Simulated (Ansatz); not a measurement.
**Structure relaxation, Be**

The start is a relaxed Be cell displaced along its unstable phonon at q = (½, 0, 0) of its primitive reciprocal cell (64i cm⁻¹), largest move 0.15 Å. Cell shape, volume and atoms are optimised at zero target pressure with r2SCAN (plane waves to 500 eV, PAW, scalar-relativistic; Ansatz, a first-principles code). First-step values are on the input's coarse k-mesh.

Ansatz input (later rounds restart from its end on a renewed k-mesh):
Ansatz 0.2 input:
```yaml
crystal:
  lattice:
    - [-2.4996834122, 2.4996834122, 2.4996834122]
    - [1.2498417061, -1.2498417061, 1.2498417061]
    - [1.2498417061, 1.2498417061, -1.2498417061]
  atoms:
    - { symbol: Be, position: [0, -0.0424317802, 0.0424317802] }
    - { symbol: Be, position: [0.5, 0.0424317802, -0.0424317802] }
basis: { ecutwfc: 500, ecutrho_ratio: 4, xc_grid: 4, fft_grid_basis: typed }
kpoints: { mp_grid: { grid: [9, 18, 18] } }
hamiltonian:
  xc: r2scan
  dispersion: none
  pseudopotentials: { azcp: { folder: ./paw }, kind: paw }
scf: { occupations: { method: fermi_dirac, width: 0.05 } }
relax: { f_tol: 0.01, max_steps: 100, cell: { stress_tol: 0.02 } }
output: { forces: true, stress: true }
```

Problem. By how much does the energy per atom fall from start to end?

Solution. 0.10 eV/atom.

Problem. Is the parent structure recovered?

Solution. It does not go back: it reaches P6₃/mmc (No. 194), hcp (Mg type), 0.10 eV/atom below the parent.

Problem. What does it relax into? Give the structure.

Solution. 
```cif
data_Be2
_chemical_formula_sum 'Be2'
_space_group_name_H-M_alt 'P63/mmc'
_space_group_IT_number 194
_space_group_name_Hall '-P 6c 2c'
_cell_length_a 2.26312
_cell_length_b 2.26312
_cell_length_c 3.56311
_cell_angle_alpha 90.000
_cell_angle_beta 90.000
_cell_angle_gamma 120.000
loop_
_atom_site_label
_atom_site_type_symbol
_atom_site_symmetry_multiplicity
_atom_site_Wyckoff_symbol
_atom_site_fract_x
_atom_site_fract_y
_atom_site_fract_z
_atom_site_occupancy
Be1 Be 2 c 0.33333 0.66667 0.25000 1
```

Final values are on a 23×23×13 k-mesh of the relaxed cell. No spin polarisation in the result.

The run could not lose the symmetry of its start.

Of the parent cell (Im-3m (No. 229)): it is a generated cell of Be: the first start was made by placing the elements on the sites of a structure type, and the end was not matched to a known phase here, so it may be hypothetical. Known forms of Be include space group No. 194.
